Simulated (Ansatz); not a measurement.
Given:

WC:
```cif
data_C4W4
_chemical_formula_sum 'W4 C4'
_space_group_name_H-M_alt 'Fm-3m'
_space_group_IT_number 225
_space_group_name_Hall '-F 4 2 3'
_cell_length_a 4.34529
_cell_length_b 4.34529
_cell_length_c 4.34529
_cell_angle_alpha 90.000
_cell_angle_beta 90.000
_cell_angle_gamma 90.000
loop_
_atom_site_label
_atom_site_type_symbol
_atom_site_symmetry_multiplicity
_atom_site_Wyckoff_symbol
_atom_site_fract_x
_atom_site_fract_y
_atom_site_fract_z
_atom_site_occupancy
W1 W 4 a 0.00000 0.00000 0.00000 1
C1 C 4 b 0.50000 0.50000 0.50000 1
```
(The calculation used a cell of 2 atoms; values per cell refer to that cell.)

This is the PBEsol-relaxed structure.

Question: All from DFT-PBEsol in the program Ansatz with PAW potentials, unless another level is named. Predict the Young's modulus.

Answer: 470 GPa.

Question: Next, the highest zone-centre frequency?

Answer: 416 cm^-1.

The first step of the workflow began from a Materials Project structure, measured or hypothetical; the Crystallography Open Database copy checked does not list it. It is not the phase usual at ambient conditions (space group No. 187). The cell was relaxed with PBEsol under the symmetry of its start; of distortions, only those at the zone centre were tested. No spin polarisation was allowed. Its formation energy is positive at this level, so the cell may be metastable or incomplete. As this level gives no gap, phonon frequencies hold no LO–TO term and depend on the k-mesh and smearing (Fermi–Dirac, 0.1 eV here). Scalar-relativistic: spin–orbit coupling is off unless named, which matters more the heavier the elements.

Potentials: the later of the program's two PAW sets.
